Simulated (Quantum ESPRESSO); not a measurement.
Kohn-Sham bands of KTaO$_{3}$ (cubic perovskite)

```yaml
crystal:
  lattice:
    - [3.99488, 0.00000, 0.00000]
    - [0.00000, 3.99488, 0.00000]
    - [0.00000, 0.00000, 3.99488]
  atoms:
    - { symbol: K, position: [0.50000, 0.50000, 0.50000] }
    - { symbol: Ta, position: [0.00000, 0.00000, 0.00000] }
    - { symbol: O, position: [0.00000, 0.50000, 0.00000] }
    - { symbol: O, position: [0.50000, 0.00000, 0.00000] }
    - { symbol: O, position: [0.00000, 0.00000, 0.50000] }
```

Materials Project entry mp-3614; symmetrised, unrelaxed at this level. COD (Crystallography Open Database) records the formula in this space group. Ideal cubic forms of this type are often high-temperature phases that distort on cooling; symmetry holds the cell here, and its stability was not tested. Method: PBEsol plane waves in Quantum ESPRESSO 7.5 (PseudoDojo norm-conserving files, 68 Ry, no spin polarisation, no spin-orbit coupling), Bloch states on a 8×8×8 mesh through Γ, Wannier90 4.0.1. Density: 8×8×8 mesh, cold smearing 0.01 Ry. Spin-orbit coupling is left out although heavy elements are present.

Energies are relative to the valence-band maximum; weights are on the orthonormalised atomic waves of the pseudopotential files, averaged over the group. 40 electrons a cell are treated as valence.

| bands | from (eV) | to (eV) | filling | weight on atomic waves |
|---|---|---|---|---|
| 1 | -67.52 | -67.51 | filled | … |
| 2–4 | -34.11 | -34.01 | filled | … |
| 5 | -27.10 | -27.04 | filled | … |
| 6–8 | -17.40 | -15.75 | filled | … |
| 9–11 | -10.99 | -10.57 | filled | … |
| 12–20 | -5.56 | 0.00 | filled | … |

Question: Which atomic shells make up each group?

Answer: 
- 1, weight on atomic waves: Ta 5s 96 %
- 2–4, weight on atomic waves: Ta 5p 97 %
- 5, weight on atomic waves: K 3s 97 %
- 6–8, weight on atomic waves: O 2s 82 %, Ta 5d 9 %, Ta 6s 4 %
- 9–11, weight on atomic waves: K 3p 96 %
- 12–20, weight on atomic waves: O 2p 82 %, Ta 5d 13 %

The Kohn-Sham gap over both meshes and the path is 2.14 eV.
